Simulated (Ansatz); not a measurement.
Slab of bcc Ga (210), 5 layers

The slab is cut from the bcc crystal, which needn't be the stable phase, as relaxed on PAW files (17.97 Å³/atom), with 16 Å of vacuum and a dipole correction:

```xyz
5
Lattice="7.3787 0.0000 0.0000 0.0000 3.2999 0.0000 0.0000 0.0000 18.9515" Properties=species:S:1:pos:R:3 pbc="T T T"
Ga    0.7379    0.0000    8.0000
Ga    5.9030    1.6499    8.7379
Ga    3.6894    0.0000    9.4757
Ga    1.4757    1.6499   10.2136
Ga    6.6409    0.0000   10.9515
```

Computed with Ansatz 0.2.0; functional PBEsol, scalar-relativistic. Settings: a Γ-centred 6×12×1 k mesh, Fermi–Dirac smearing of 0.1 eV, no spin polarisation. Methods: LAPW: all electrons, basis error target 1 meV/atom; PAW: frozen-core files, cutoff 420 eV.

The bulk energy comes from a cell in the slab's orientation on a 6×12×6 mesh. The surface energy is (E(slab) − N·E(bulk))/2A at zero smearing, the mean of both faces; thin slabs carry quantum-size effects.

The PAW files were made under PBE. The cell is 1×1, so reconstructions are forbidden, and in slabs of four or five layers the relaxations can be far larger than at a real surface.

Task: As cut, the LAPW slab lies 2.247 eV above 5 atoms of bulk. What surface energy is that?

Result: Over two faces of 24.35 Å² it is 46.1 meV/Å², and times 16.02 J/m² per eV/Å² that gives γ = 0.739 J/m².

```
method  γ as cut (J/m²)  γ relaxed (J/m²)  Φ as cut (eV)  Φ relaxed (eV)
  LAPW            0.739                 ?           4.37            4.37
```

Task: Fill in "γ relaxed (J/m²)" for the row "LAPW".

Result: 0.719.

Task: How do the spacings between the planes relax?

Result: From the bottom face up: d12 +48.8 % of 0.738 Å, d23 -41.8 % of 0.738 Å, d34 -41.8 % of 0.738 Å, d45 +48.8 % of 0.738 Å.

Task: In the relaxed 1×1 cell, replace the outer, then the middle Ga by Ge, which changes a whole layer. What shift does this Z+1 picture give?

Result: E(outer) − E(middle) = -0.21 eV by LAPW and -0.21 eV by PAW; a positive value puts the surface line at higher binding energy.
